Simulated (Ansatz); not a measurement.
Task: Name crystals whose computed values (the program Ansatz at the r²SCAN+D4 level (PAW)) fall in these windows: electron conductivity mass (mₑ) 1.2 to 1.7; B₀ by P(V) fit (GPa) 13 to 18; gap (eV) 2.4 to 2.9.

Result: 

```tsv
crystal	electron conductivity mass (mₑ)	B₀ by P(V) fit (GPa)	gap (eV)
MnBr2, CdI2 type	1.4	16.5	2.56
```
Others may fit too.

Spin orders computed, not proven ground states: MnBr2, CdI2 type ferromagnetic. Standing as an ambient phase not checked: MnBr2, CdI2 type. The cell was relaxed under the symmetry of its start. Scalar-relativistic: spin–orbit coupling is off unless named, which matters more the heavier the elements.

Potentials: the later of the program's two PAW sets.
